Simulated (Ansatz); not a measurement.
NaSrYWO6: distorted, then relaxed

Reference cell (from a database, not relaxed at this level), space group F-43m:

```
CELL_PARAMETERS angstrom
0.00000 4.17202 4.17202
4.17202 0.00000 4.17202
4.17202 4.17202 0.00000
ATOMIC_POSITIONS crystal
Na 0.25000 0.25000 0.25000
Sr 0.75000 0.75000 0.75000
Y 0.50000 0.50000 0.50000
W 0.00000 0.00000 0.00000
O 0.76667 0.23333 0.23333
O 0.23333 0.76667 0.76667
O 0.76667 0.76667 0.23333
O 0.23333 0.23333 0.76667
O 0.23333 0.76667 0.23333
O 0.76667 0.23333 0.76667
```

Theory: DFT PBE, scalar-relativistic, plane waves, PAW in Ansatz.

Cutoff 420 eV; k points 6×6×6 on the computed 10-atom cell (Γ-centred); Gaussian smearing, width 0.02 eV; no spin polarisation.

The distortion (moves first, then the strain in tensor components): strain (xx yy zz yz xz xy, %) 3.49 3.49 3.49 4.00 -4.00 -4.00, moves (Å) Na1 (-0.035, 0.035, 0.035); Sr2 (0.011, -0.011, -0.011); Y3 (0.010, -0.010, -0.010); W4 (0.003, -0.003, -0.003); O5 (0.012, -0.019, 0.010); O6 (-0.007, 0.022, -0.020); O7 (0.019, 0.010, -0.012); O8 (-0.022, -0.020, 0.007); O9 (0.020, 0.007, 0.022); O10 (-0.010, -0.012, -0.019). It leaves space group R3, a largest force of 1.65 eV/Å and a pressure of -14.76 GPa, and changes the free energy by +151.7 meV/atom. The atoms are then relaxed in the strained cell within that group.

**Question.** Where does the relaxation end, and does the reference's symmetry return?

**Answer.** The free energy has changed by -93.8 meV/atom, to 57.9 meV/atom above the reference cell. The end has space group R3 at a tolerance of 0.05 Å. The strain of the fixed cell keeps the exact symmetry below the reference's whatever the atoms do.

Final structure:
```
Na Sr Y W O
1.0
    -0.33376    4.48434    4.48434
     4.15057    0.00000    4.15057
     4.15057    4.15057    0.00000
Na Sr Y W O
1 1 1 1 6
Cartesian
  2.2947 1.8559 1.8559
  5.6515 6.8002 6.8002
  3.8991 4.4020 4.4020
  8.2723 4.1794 4.1794
  1.6496 4.2568 4.6713
  6.3696 4.3113 3.9476
  4.0444 4.6713 6.6516
  3.9898 3.9476 1.9316
  4.3536 1.9316 4.3113
  3.6299 6.6516 4.2568
```

Spin–orbit coupling is left out, which can shift energies with elements as heavy as these.

Cost: 3 runs of about 14 core-minutes in all, on Arm Neoverse N1 (shared hosts).